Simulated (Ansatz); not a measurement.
An elastic tensor (GPa, Voigt order, standard axes) from PBEsol (plane waves, PAW; program Ansatz):

```
 131  93.0  93.0   0.0   0.0   0.0
93.0   131  93.0   0.0   0.0   0.0
93.0  93.0   131   0.0   0.0   0.0
 0.0   0.0   0.0  28.1   0.0   0.0
 0.0   0.0   0.0   0.0  28.1   0.0
 0.0   0.0   0.0   0.0   0.0  28.1
```

Question: Which compound is it?
A. PbAu2, cubic Laves (MgCu2 type)
B. TiCo2, cubic Laves (MgCu2 type)
C. Mg2Sn, cubic Laves (MgCu2 type)
D. Pt3Pb, Cu3Au type

Answer: A, PbAu2, cubic Laves (MgCu2 type)

Space group Fd-3m (cubic Laves (MgCu2 type)). The first step of the workflow began from a Materials Project structure, measured or hypothetical; the Crystallography Open Database files this formula in space group No. 227, but the cells were not matched. Whether it is the stable phase at ambient conditions was not checked. The PBEsol relaxation kept the symmetry of its start; phonons show weakly imaginary modes. As this level gives no gap, shear constants depend on the k-mesh and smearing (Fermi–Dirac, 0.1 eV here). Scalar-relativistic: spin–orbit coupling is off unless named, which matters more the heavier the elements.

Potentials: the later of the program's two PAW sets.
